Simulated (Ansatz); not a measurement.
System: Ca (fcc type), 1 atom in the cell.

All numbers below come from Ansatz 0.2.0 development build, PBE, all-electron LAPW, point nucleus.

k-mesh 12×12×12 Γ-centred; Fermi–Dirac smearing of 0.1 eV; no spin polarisation.

```xyz
1
Lattice="0.0000 2.7600 2.7600 2.7600 0.0000 2.7600 2.7600 2.7600 0.0000" Properties=species:S:1:pos:R:3 pbc="T T T"
Ca    0.0000    0.0000    0.0000
```

(1) What pressure does the calculation give?

Answers

(1) The pressure is 0.07 GPa, close to zero.
